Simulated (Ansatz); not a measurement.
Equation of state of SrAg₅

A database entry relaxed whole under r2SCAN (P6/mmm):

```yaml
crystal:
  lattice:
    - [5.70129, 0.00000, 0.00000]
    - [-2.85065, 4.93746, 0.00000]
    - [0.00000, 0.00000, 4.60788]
  atoms:
    - { symbol: Sr, position: [0.00000, 0.00000, 0.00000] }
    - { symbol: Ag, position: [0.33333, 0.66667, 0.00000] }
    - { symbol: Ag, position: [0.66667, 0.33333, 0.00000] }
    - { symbol: Ag, position: [0.50000, 0.00000, 0.50000] }
    - { symbol: Ag, position: [0.50000, 0.50000, 0.50000] }
    - { symbol: Ag, position: [0.00000, 0.50000, 0.50000] }
```

The cell was scaled uniformly, its shape held, and the atoms relaxed at each volume with plane-wave PAW DFT (Ansatz 0.2.0; r2SCAN, 500 eV, 7×7×7 Γ-centred mesh, fermi-dirac occupations of width 0.100 eV; no spin, no spin-orbit coupling). One row is withheld.

```tsv
volume (Å³/atom)	energy over the lowest (meV/atom)	pressure (GPa)
20.321	19.8	5.19
20.754	?	?
21.186	2.0	1.52
21.619	0.0	0.01
22.051	1.8	-1.33
22.483	7.0	-2.51
22.916	15.2	-3.54
```

Fit the pressures of the other rows to the third-order Birch-Murnaghan form.

With f = [(V₀/V)^(2/3) − 1]/2 and P = 3B₀f(1 + 2f)^(5/2)[1 + 3(B₀′ − 4)f/2], least squares gives V₀ = 21.62 Å³ an atom, B₀ = 71.1 GPa and B₀′ = 5.3; the rows miss the fit by less than 0.01 GPa. The slope of the energies differs from these pressures by less than 0.05 GPa.

What does the withheld row hold?

The fit gives 3.24 GPa at 20.754 Å³; the run gave 3.24 GPa and 8.5 meV an atom.

Caveats: the shape of the cell was held, so B₀ is an upper bound where the axes differ in stiffness; 0 K, fixed nuclei; the symmetry was kept, and this need not be the phase that is stable at 0 K; one mesh for all volumes; pressure is positive in compression.
